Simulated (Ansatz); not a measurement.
# TiCo (Pm-3m): electronic heat capacity from the density of states

Theory: DFT r2SCAN, scalar-relativistic, plane waves, PAW in Ansatz.

Cutoff 500 eV; k points 14×14×14 on the computed 2-atom cell (Γ-centred); Gaussian smearing, width 0.10 eV; collinear spin from starting moments -0.3 1.55 μB.

Relaxed cell: Pm-3m, a = 2.989 Å, b = 2.989 Å, c = 2.989 Å, α = 90.00°, β = 90.00°, γ = 90.00°, 2 atoms in the primitive cell. Whether it is the stable form of this composition wasn't checked.

The density of states at the Fermi level is 1.143 states/eV in the cell of 2 atoms (1 formula unit; both spins, tetrahedra on a 21×21×21 mesh). The run ends with a moment of 0.89 μB a cell (largest on a site 1.41 μB), and the figure is for this state; a paramagnetic sample can have a quite different one. Another magnetic order, if the compound takes it, can change N(E_F) and the shape of the cell a good deal.

Q: What Sommerfeld coefficient does this give?

A: Per formula unit N(E_F) = 1.143 states/eV. γ = (π²/3) k_B² N(E_F) N_A = 2.357 mJ/(mol K²) per state/eV, so γ = 2.7 mJ/(mol K²), a mole of formula units. This is the bare band result: a measured γ of the same phase and magnetic order is as a rule larger by a factor 1 + λ from phonons and spin fluctuations. N(E_F) at one energy is sensitive to the mesh where the density of states has sharp peaks.

The state reached may not be the lowest one.

Only this magnetic start was tried.

Cost: 1 run of about 0.44 core-minutes, on Intel Xeon 6975P-C (Granite Rapids) (shared hosts).